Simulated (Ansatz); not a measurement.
Input file for Ansatz (a first-principles code):

Ansatz 0.2 input:
```yaml
crystal:
  lattice:
    - [3.1952941647, 0.0, 0.0]
    - [-1.5976470823, 2.7672059192, 0.0]
    - [0.0, 0.0, 5.1075623781]
  atoms:
    - { symbol: Mg, position: [0.3333333333, 0.6666666667, 0.75] }
    - { symbol: Mg, position: [0.6666666667, 0.3333333333, 0.25] }
kpoints:
  mp_grid: { grid: [31, 31, 17] }
hamiltonian:
  xc: r2scan
  pseudopotentials: { azcp: { folder: ./paw }, kind: paw }
scf:
  occupations: { method: fermi_dirac, width: 0.1 }
elastic: { mode: relaxed_ion, stencil: two_point, amplitude: 0.005, f_tol: 0.0005 }
```

Output (shortened):

```
Pseudopotential: Mg, paw, valence charge 10
Functional definition: r2SCAN
Crystal: 2 atoms, lattice volume = 45.161 Å³
Basis set: ecut = 500 eV, 1117 PW (Γ), exchange–correlation on 96×96×160 points (64 copies of the dense FFT grid, shifted against one another)
Bands: 14, of which v1, the nominal top of the filled ones, is band 10 counted from 1 (9 counted from 0)
Symmetry: 24 space group operations
Space group: P63/mmc (ITA 194), of the structure as read, at distance tolerance 3.6e-5 Å
k-points: 864 of 16337
the search or the solves at the SCF's close seem to have found levels that the self-consistency loop had missed (the run counts 1) …
SCF 1 converged in 9 iterations: F = -3852.821711 eV  dr2 = 9.79e-16
Crystal: 2 atoms, lattice volume = 45.161 Å³
SCF 2 converged in 2 iterations: F = -3852.821711 eV  dr2 = 2.59e-16
Crystal: 2 atoms, lattice volume = 44.935 Å³
Basis set: ecut = 500 eV, 1109 PW (Γ), exchange–correlation on 96×96×160 points (64 copies of the dense FFT grid, shifted against one another)
Symmetry: 8 space group operations
k-points: 2304 of 16337
SCF 3 converged in 8 iterations: F = -3852.821683 eV  dr2 = 3.84e-16
relax step   1: F+E_penalty+E_count = -3852.82168250 eV  Δ(F+E_penalty+E_count) = +0.000e0 eV  max|allowed force component| = 5.560e-3 eV/Å  Δτ_max = 0.0000 Å  (8 SCF iters, accepted)
Crystal: 2 atoms, lattice volume = 44.935 Å³
SCF 4 converged in 8 iterations: F = -3852.821700 eV  dr2 = 3.83e-14
relax step   2: F+E_penalty+E_count = -3852.82170013 eV  Δ(F+E_penalty+E_count) = -1.762e-5 eV  max|allowed force component| = 1.006e-3 eV/Å  Δτ_max = 0.0027 Å  (8 SCF iters, accepted)
Crystal: 2 atoms, lattice volume = 44.935 Å³
SCF 5 converged in 8 iterations: F = -3852.821701 eV  dr2 = 3.65e-14
relax step   3: F+E_penalty+E_count = -3852.82170072 eV  Δ(F+E_penalty+E_count) = -5.915e-7 eV  max|allowed force component| = 6.758e-6 eV/Å  Δτ_max = 0.0006 Å  (8 SCF iters, accepted)
Crystal: 2 atoms, lattice volume = 44.935 Å³
SCF 6 converged in 2 iterations: F = -3852.821701 eV  dr2 = 8.68e-15
Crystal: 2 atoms, lattice volume = 45.387 Å³
SCF 7 converged in 7 iterations: F = -3852.821217 eV  dr2 = 2.42e-14
relax step   1: F+E_penalty+E_count = -3852.82121735 eV  Δ(F+E_penalty+E_count) = +0.000e0 eV  max|allowed force component| = 5.502e-3 eV/Å  Δτ_max = 0.0000 Å  (7 SCF iters, accepted)
Crystal: 2 atoms, lattice volume = 45.387 Å³
SCF 8 converged in 7 iterations: F = -3852.821235 eV  dr2 = 4.88e-14
relax step   2: F+E_penalty+E_count = -3852.82123535 eV  Δ(F+E_penalty+E_count) = -1.801e-5 eV  max|allowed force component| = 1.070e-4 eV/Å  Δτ_max = 0.0032 Å  (7 SCF iters, accepted)
Crystal: 2 atoms, lattice volume = 45.387 Å³
SCF 9 converged in 2 iterations: F = -3852.821235 eV  dr2 = 1.13e-14
Crystal: 2 atoms, lattice volume = 44.935 Å³
SCF 10 converged in 8 iterations: F = -3852.820574 eV  dr2 = 9.66e-15
Crystal: 2 atoms, lattice volume = 45.387 Å³
SCF 11 converged in 5 iterations: F = -3852.822278 eV  dr2 = 8.07e-14
Crystal: 2 atoms, lattice volume = 45.161 Å³
Symmetry: 4 space group operations
k-points: 4224 of 16337
SCF 12 converged in 8 iterations: F = -3852.821631 eV  dr2 = 1.34e-14
relax step   1: F+E_penalty+E_count = -3852.82163056 eV  Δ(F+E_penalty+E_count) = +0.000e0 eV  max|allowed force component| = 1.358e-4 eV/Å  Δτ_max = 0.0000 Å  (8 SCF iters, accepted)
Crystal: 2 atoms, lattice volume = 45.161 Å³
SCF 13 converged in 2 iterations: F = -3852.821631 eV  dr2 = 3.51e-15
Crystal: 2 atoms, lattice volume = 45.161 Å³
SCF 14 converged in 7 iterations: F = -3852.821631 eV  dr2 = 9.89e-14
relax step   1: F+E_penalty+E_count = -3852.82163056 eV  Δ(F+E_penalty+E_count) = +0.000e0 eV  max|allowed force component| = 1.358e-4 eV/Å  Δτ_max = 0.0000 Å  (7 SCF iters, accepted)
Crystal: 2 atoms, lattice volume = 45.161 Å³
SCF 15 converged in 2 iterations: F = -3852.821631 eV  dr2 = 1.47e-14
SCF converged after 2 iterations
Free energy (F): -3852.821711 eV
Harris-Foulkes:  -3852.821711 eV  (|F-HF|=4.55e-13)
Internal energy: -3852.797595 eV  (E = F + TS)
E sigma→0 (E₀):  -3852.809653 eV
Entropy (-TS):   -0.024116 eV (-12.058 meV/atom)
Fermi energy:    5.779861 eV
--- Per-component energies (eV) ---
  E_band       = -741.090007
  E_kinetic    = 137.257505
  E_local      = -3418.213364  (includes V_loc(G=0)·N_el)
  E_nonlocal   = 391.496097
  E_hartree    = 1165.881878
  E_xc         = -48.053861
  E_vxc        = -69.229944  (∫ρ·V_xc dr)
  E_paw        = -609.825983  (= ΣΔE_a)
  E_vpaw       = -118.427126  (= ΣTr[D̂ρ^β])
  E_aug_tail   = -0.000045  (compensation charges beyond the density's cutoff)
  E_vtau       = 4.263112  (kinetic-family band-sum trace: ∫τ·v_τ [+ j·A + Jᵃ·Aᵃ] dr)
  E_ewald      = -1471.287406
  E_core_change = -0.052416  (= ΣΔE_core)
  E_smearing   = -0.024116  (= −TS)
  E_closure    = 0.000000  (closes the sum)
  Σ components = -3852.821711   (vs F -3852.821711, Δ=0.00e0)
--- Forces (eV/Å), atoms counted from 1 ---
  atom   1  Mg     0.00000000     0.00000000     0.00000000
  atom   2  Mg     0.00000000     0.00000000     0.00000000
  max |Σ_I F_I| component: 4.63e-17 eV/Å
--- Stress (GPa, compression-positive) ---
       -0.168234       0.000000       0.000000
        0.000000      -0.168234       0.000000
        0.000000       0.000000       0.601766
  P = ⅓ Tr σ = 0.0884 GPa (0.884 kbar)
--- Band table (eV; the first three rows and the last of 864) ---
  k-point 0: bands = ["-73.2004", "-73.1968", "-38.3161", "-38.2840", "-38.2840", "-38.2780", "-38.2780", "-38.2773", "-1.7008", "3.9240", "4.7273", "17.3641", "17.3641", "17.5509"]
  k-point 1: bands = ["-73.2003", "-73.1968", "-38.3157", "-38.2840", "-38.2840", "-38.2781", "-38.2781", "-38.2777", "-1.6794", "3.5466", "5.1415", "17.3803", "17.3803", "17.5642"]
  k-point 2: bands = ["-73.2003", "-73.1969", "-38.3148", "-38.2838", "-38.2838", "-38.2787", "-38.2782", "-38.2782", "-1.6152", "2.9644", "5.8337", "17.4286", "17.4286", "17.6038"]
  k-point 863: bands = ["-73.1964", "-73.1964", "-38.3077", "-38.3076", "-38.2994", "-38.2983", "-38.2845", "-38.2844", "5.6888", "5.8295", "6.2940", "6.5524", "7.6769", "7.7365"]
--- Elastic constants: 3 strain directions × 2 members + reference (group order 24) ---
  dense FFT box of the reference and of every strained cell: 24×24×40
  strains applied: 11, 33, 23; error gains …
  C = ∂σ_k/∂η_j (tension-positive GPa; Voigt order 11 22 33 23 13 12):
        68.906     27.589     20.701      0.000      0.000      0.000
        27.589     68.906     20.701      0.000      0.000      0.000
        21.473     21.473     80.864      0.000      0.000      0.000
         0.000      0.000      0.000     22.717      0.000      0.000
         0.000      0.000      0.000      0.000     22.717      0.000
         0.000      0.000      0.000      0.000      0.000     20.659
  reference stress σ⁰ (GPa):      0.168      0.168     -0.602      0.000      0.000      0.000
  moduli (Voigt/Reuss/Hill, GPa): K = 39.80/39.76/39.78   G = 23.15/22.79/22.97   E = 57.78   ν = 0.258
  mechanically stable: yes (min eigenvalue of sym C = 20.66 GPa)
  strain η (Voigt 11):  stress-route row diagonal C_11 = 68.91 GPa, energy-path curvature d²(F+E_count+ΔE)/dδ²/Ω₀ = 68.91 GPa
         δ    σ_11 (GPa)             F (eV)   n_scf  n_hpsi   n_pw
    -5.000e-3      -0.1852       -3852.8217007       2  335968   1164   relax 3 steps, max|allowed force component| 6.76e-6 eV/Å
     5.000e-3       0.5039       -3852.8212354       2  336698   1176   relax 2 steps, max|allowed force component| 1.07e-4 eV/Å
  strain η (Voigt 33):  stress-route row diagonal C_33 = 80.86 GPa, energy-path curvature d²(F+E_count+ΔE)/dδ²/Ω₀ = 80.88 GPa
         δ    σ_33 (GPa)             F (eV)   n_scf  n_hpsi   n_pw
    -5.000e-3      -1.0148       -3852.8205736       8  250228   1164   relax 0 steps, max|allowed force component| 4.86e-17 eV/Å
     5.000e-3      -0.2061       -3852.8222783       5  203976   1176   relax 0 steps, max|allowed force component| 4.63e-17 eV/Å
  strain η (Voigt 23):  stress-route row diagonal C_44 = 22.72 GPa, energy-path curvature d²(F+E_count+ΔE)/dδ²/Ω₀ = 22.82 GPa
         δ    σ_23 (GPa)             F (eV)   n_scf  n_hpsi   n_pw
    -5.000e-3      -0.1136       -3852.8216306       2  620085   1170   relax 1 steps, max|allowed force component| 1.36e-4 eV/Å
     5.000e-3       0.1136       -3852.8216306       2  628930   1170   relax 1 steps, max|allowed force component| 1.36e-4 eV/Å
```

Cost: very roughly 40 core-minutes on shared cores.

Space group P6_3/mmc (hcp (Mg type)). The r²SCAN relaxation kept the symmetry of its start; of distortions, only those at the zone centre were tested. As this level gives no gap, shear constants depend on the k-mesh and smearing (Fermi–Dirac, 0.1 eV here). Axis ratios of metals converge slowly with the k-mesh, so a and c are less sure than the volume. On the denser mesh and wider smearing of the elastic run this cell carries a stress of 0.6 GPa.

Potentials: the earlier of the program's two PAW sets.

Ansatz is a plane-wave DFT program.
